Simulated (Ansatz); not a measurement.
Data sheet: TiAl$_{3}$ (DFT)

TiAl3:
```cif
data_Al3Ti
_chemical_formula_sum 'Ti1 Al3'
_space_group_name_H-M_alt 'Pmm2'
_space_group_IT_number 25
_space_group_name_Hall 'P 2 -2'
_cell_length_a 2.78527
_cell_length_b 4.67073
_cell_length_c 4.90524
_cell_angle_alpha 90.000
_cell_angle_beta 90.000
_cell_angle_gamma 90.000
loop_
_atom_site_label
_atom_site_type_symbol
_atom_site_symmetry_multiplicity
_atom_site_Wyckoff_symbol
_atom_site_fract_x
_atom_site_fract_y
_atom_site_fract_z
_atom_site_occupancy
Ti1 Ti 1 b 0.00000 0.50000 0.16367 1
Al1 Al 1 d 0.50000 0.50000 0.66394 1
Al2 Al 1 c 0.50000 0.00000 0.33367 1
Al3 Al 1 a 0.00000 0.00000 0.83872 1
```

Space group Pmm2 (No. 25); conventional cell a = 2.785 Å, b = 4.671 Å, c = 4.905 Å, α = 90.00°, β = 90.00°, γ = 90.00°.

Method: r²SCAN (plane waves, PAW; program Ansatz). The cell and atoms are relaxed at this level. Other levels are named where they apply.

Cell and energy:

- Volume per atom = 15.95 Å³
- Density = 3.35 g/cm³
- Formation energy from the elements (no fitted shifts) = -0.26 eV/atom

Electronic structure:

* **Electronic character**: metallic (no gap)
* **Density of states at the Fermi level**: 0.64 states/eV per atom (mean over ±0.08 eV)

Mechanics:

- Bulk modulus (Birch–Murnaghan fit) = 108 GPa
- Pressure derivative B′ = 4.1

Phonons:

Highest zone-centre frequency: 343 cm^-1
Zone-centre stability: no imaginary mode at Γ

Charges:

Bader charges: Ti +0.85, Al -0.37 to -0.22 e

The workflow started from a Materials Project entry (that database holds measured and hypothetical structures alike); the Crystallography Open Database copy checked does not list it. With Ti and Al taken as one species the cell has the higher symmetry P6_3/mmc, so it may be an ordered model of a mixed-site phase. Its standing as an ambient phase is unchecked. The r²SCAN relaxation kept the symmetry of its start. The run is not spin-polarised. As this level gives no gap, phonon frequencies hold no LO–TO term and depend on the k-mesh and smearing (Fermi–Dirac, 0.1 eV here). Axis ratios of metals converge slowly with the k-mesh, so a and c are less sure than the volume. The references are the lowest solids computed at this level, not always the standard phases.

Potentials: the later of the program's two PAW sets.
